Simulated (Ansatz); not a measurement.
Cu:
```cif
data_Cu8
_chemical_formula_sum 'Cu8'
_space_group_name_H-M_alt 'Fd-3m :1'
_space_group_IT_number 227
_space_group_name_Hall 'F 4d 2 3 -1d'
_cell_length_a 5.35429
_cell_length_b 5.35429
_cell_length_c 5.35429
_cell_angle_alpha 90.000
_cell_angle_beta 90.000
_cell_angle_gamma 90.000
loop_
_atom_site_label
_atom_site_type_symbol
_atom_site_symmetry_multiplicity
_atom_site_Wyckoff_symbol
_atom_site_fract_x
_atom_site_fract_y
_atom_site_fract_z
_atom_site_occupancy
Cu1 Cu 8 b 0.50000 0.50000 0.50000 1
```
(The calculation used a cell of 2 atoms; values per cell refer to that cell.)

Relaxed with PBE.

**Question.** Decompose the optical modes at the zone centre into irreducible representations, and say which are infrared and Raman allowed.

**Answer.** Point group m-3m: Γ_opt = T2g. Infrared: none. Raman: T2g.

**Question.** Assign frequencies (DFPT, plane-wave PAW PBE (Ansatz code)).

**Answer.** T2g 230 cm⁻¹.

The cell is a constructed one: a structure type filled with these elements; neither database checked (COD, Materials Project) lists it. It is not the phase usual at ambient conditions (space group No. 225). The cell was relaxed with PBE under the symmetry of its start. At this level the phase is mechanically unstable. The run is not spin-polarised. As this level gives no gap, phonon frequencies hold no LO–TO term and depend on the k-mesh and smearing (Fermi–Dirac, 0.1 eV here).

Potentials: the later of the program's two PAW sets.
